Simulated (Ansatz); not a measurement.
## Si3N4 — quadrupolar parameters

The cell is an entry of the Crystallography Open Database (COD; perhaps a calculated or model structure), taken as it stands.

```cif
data_Si3N4
_symmetry_space_group_name_H-M 'P6_3/m'
_symmetry_Int_Tables_number 176
_cell_length_a 7.6020
_cell_length_b 7.6020
_cell_length_c 2.9060
_cell_angle_alpha 90.000
_cell_angle_beta 90.000
_cell_angle_gamma 120.000
loop_
_atom_site_label
_atom_site_type_symbol
_atom_site_symmetry_multiplicity
_atom_site_Wyckoff_symbol
_atom_site_fract_x
_atom_site_fract_y
_atom_site_fract_z
Si Si 6 h 0.7685 0.1746 0.2500
N7 N 6 h 0.0305 0.3302 0.2500
N13 N 2 d 0.6667 0.3333 0.2500
```

One atom of each set is listed.

All values are calculated (Ansatz; DFT, PBE, plane waves and PAW, scalar-relativistic, 420 eV cutoff, Γ-centred 4×4×10 k-points, Fermi–Dirac smearing 0.02 eV), not measured.

C_Q = eQV_zz/h, which is 24.18 MHz for Q = 1 b and V_zz = 10²¹ V/m²; η = (V_xx − V_yy)/V_zz. ν_Q = 3|C_Q|/[2I(2I − 1)].

14N: I = 1, Q = 20.44 mb. Q values from Pyykkö, Mol. Phys. 116, 1328 (2018).

```tsv
site	atoms	first shell	C_Q (MHz)	η	ν_Q (MHz)
N7	6	3 Si at 1.74 Å	-2.44	0.07	3.66
N13	2	3 Si at 1.73 Å	-2.42	0.00	3.63
```

An axis of threefold or higher order runs through N13, so V_zz lies along it and η is zero. At N7 V_zz stands upright on the plane through its three neighbours (within 3°).

Si has no stable isotope with a ground-state quadrupole moment in the table, so these sites are left out.

At this cell the PBE pressure is 6 GPa, so with PBE the cell would grow if it were relaxed.
